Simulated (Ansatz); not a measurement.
BaC2:
```yaml
crystal:
  lattice:
    - [2.60052, 1.50141, 2.47287]
    - [-2.60052, 1.50141, 2.47287]
    - [0.00000, -3.00282, 2.47287]
  atoms:
    - { symbol: Ba, position: [0.00000, 0.00000, 0.00000] }
    - { symbol: C, position: [0.58473, 0.58473, 0.58473] }
    - { symbol: C, position: [0.41527, 0.41527, 0.41527] }
```

x, y and z are the axes in which the lattice vectors are written.

Q: Give the high-frequency dielectric tensor and the Born effective charge tensors of the independent atoms from DFPT, plane-wave PAW r²SCAN (Ansatz code).

A: 
ε∞:
```
4.06  0.00  0.00
0.00  4.06  0.00
0.00  0.00  4.82
```
Z* of atom 1 (Ba), rows: field, columns: displacement, in e:
```
2.72  0.00  0.00
0.00  2.72  0.00
0.00  0.00  2.66
```
Z* of atom 2 (C), rows: field, columns: displacement, in e:
```
-1.36   0.00   0.00
 0.00  -1.36   0.00
 0.00   0.00  -1.33
```

Space group R-3m. The first step of the workflow began from a Materials Project structure, measured or hypothetical; the Crystallography Open Database copy checked does not list it. Its standing as an ambient phase is unchecked. The cell was relaxed with r²SCAN under the symmetry of its start; phonons on a q-mesh show no instability. Spin–orbit coupling is left out wherever it is not named.

Potentials: the later of the program's two PAW sets.
